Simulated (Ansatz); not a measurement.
InPt3 (Cu3Au type, Pm-3m) at seven volumes, PBEsol in the plane-wave PAW code Ansatz, scaled uniformly. One row is withheld.

```json
[
 {"V (Å³/atom)": "14.481", "P (GPa)": "27.66"},
 {"V (Å³/atom)": "14.959", "P (GPa)": "16.67"},
 {"V (Å³/atom)": "15.436", "P (GPa)": "7.55"},
 {"V (Å³/atom)": "15.913", "P (GPa)": "0.00"},
 {"V (Å³/atom)": "16.391", "P (GPa)": "-6.24"},
 {"V (Å³/atom)": "16.868", "P (GPa)": "?"},
 {"V (Å³/atom)": "17.346", "P (GPa)": "-15.58"}
]
```

Task: Fit the shown pressures and predict the withheld one.

Result: P = (3/2)B₀(x^(7/2) − x^(5/2))[1 + (3/4)(B′ − 4)(x − 1)] with x = (V₀/V)^(2/3). Least squares on the six rows gives V₀ = 15.914 Å³/atom, B₀ = 228 GPa, B′ = 5.35. At V = 16.868, x = 0.9619 and P = -11.36 GPa. The run itself gave -11.38 GPa.

The workflow started from a Materials Project entry (that database holds measured and hypothetical structures alike); the Crystallography Open Database files this formula in space group No. 221, but the cells were not matched. Whether it is the stable phase at ambient conditions was not checked. The PBEsol relaxation kept the symmetry of its start; of distortions, only those at the zone centre were tested. The run is not spin-polarised. Spin–orbit coupling is left out wherever it is not named.

Potentials: the later of the program's two PAW sets.
